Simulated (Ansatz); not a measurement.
AlPd (Cmcm), relaxed and computed with several functionals in Ansatz (plane waves, PAW).

```
functional  a (Å)  c (Å)  V (Å³/atom)  ΔH_f (eV/atom)
----------  -----  -----  -----------  --------------
r²SCAN          ?      ?            ?               ?
PBE         2.827  4.257        15.18           -0.71
PBEsol      2.793  4.220        14.65           -0.74
```

Question: Complete the blanks.

Answer: 
- r²SCAN, a (Å): 2.795
- r²SCAN, c (Å): 4.215
- r²SCAN, V (Å³/atom): 14.77
- r²SCAN, ΔH_f (eV/atom): -0.73

Typed or built starts, not in the databases checked: AlPd, Cmcm (Al on 4c, Pd on 4c). All cells were relaxed under the symmetry of their starts (and spin orders); stability against distortions was not tested throughout. Rows with no word on spin ran without spin polarisation. Scalar-relativistic: spin–orbit coupling is off unless named, which matters more the heavier the elements.

Potentials: the later of the program's two PAW sets.

Ansatz (a quantum-chemistry and plane-wave program) is a plane-wave DFT program.

Formation energies count from the lowest solids of the elements computed at the same level, not from gases.
